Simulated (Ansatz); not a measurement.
A geometry of La2O3 away from equilibrium: step 3 of the relaxation of a generated trial cell of La2O3 in the AFLOW prototype A3B2_hP5_164_ad_d (D5_13, as in Al3Ni2). The numbers are results of r2SCAN (plane waves to 500 eV, PAW, scalar-relativistic; Ansatz, an electronic-structure program), not measurements. Γ-centred k-mesh 6×6×5 on the run's cell (coarser than for final values), Fermi–Dirac smearing 0.05 eV. The plane waves were selected for a different cell earlier on the path.

```
La2O3
1.0
    4.20115     0.00000     0.00000
   -2.10058     3.63830     0.00000
    0.00000     0.00000     5.15847
O La
3 2
Cartesian
  0.00000   0.00000   0.00000
  0.00000   2.42554   3.45606
  2.10058   1.21277   1.70241
  0.00000   2.42554   1.15588
  2.10058   1.21277   4.00259
```

Task: What forces act on the atoms (eV/Å)?

Result: 
```csv
atom,Fx,Fy,Fz
O1,0.00,0.00,0.00
O2,0.00,0.00,0.24
O3,0.00,0.00,-0.24
La4,0.00,0.00,0.79
La5,0.00,0.00,-0.79
```

The path ends in P-3m1 (No. 164). No spin polarisation in the result.

The run could not lose the symmetry of its start; a randomly shaken copy of 10 atoms returns to this structure.

The first start was generated by placing the elements on the sites of a structure type. Materials Project lists a structure of La2O3 in the same space group, P-3m1 (No. 164); the sites were not compared with it, nor with measured phases.
